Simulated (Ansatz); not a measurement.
Two states of GdGa₃Cu

```
Gd Cu Ga
1.0
     0.00000    4.10584    0.00000
     2.05292   -2.05292    5.24952
    -4.10584    0.00000   10.49904
Gd Cu Ga
2 2 6
Cartesian
  0.0000 0.0000 1.2188
  -2.0529 2.0529 6.4684
  0.0000 0.0000 5.3976
  -2.0529 2.0529 10.6471
  -2.0529 0.0000 9.0950
  0.0000 2.0529 3.8455
  -2.0529 0.0000 14.3445
  0.0000 2.0529 9.0950
  0.0000 0.0000 7.7262
  -2.0529 2.0529 12.9758
```

Single point in Ansatz 0.2.0 with r2SCAN. Cutoff 500 eV, PAW datasets, 5×5×3 Γ-centred k mesh, gaussian filling (width 0.2387 eV).

State A: Gd1 up, Gd2 up (collinear spin). State B: Gd1 up, Gd2 down (collinear spin).

**Question.** Compare the two self-consistent states.

**Answer.** They are level within 1 meV an atom.

| state | free energy (meV/atom) | largest moment in a small sphere (μB) | net moment (μB/cell) | gap on mesh (eV) | pressure (GPa) | largest force (eV/Å) |
| --- | --- | --- | --- | --- | --- | --- |
| A | 0.0 | 7.09 | 14.19 | metal | 1.2 | 1.40 |
| B | 0.7 | 7.10 | 0.00 | metal | 1.2 | 1.40 |

Origin: a database entry at a rescaled volume. Caveats: the k mesh is coarse if the cell is a metal; wide smearing; f shells without a U or exact exchange are poorly placed.
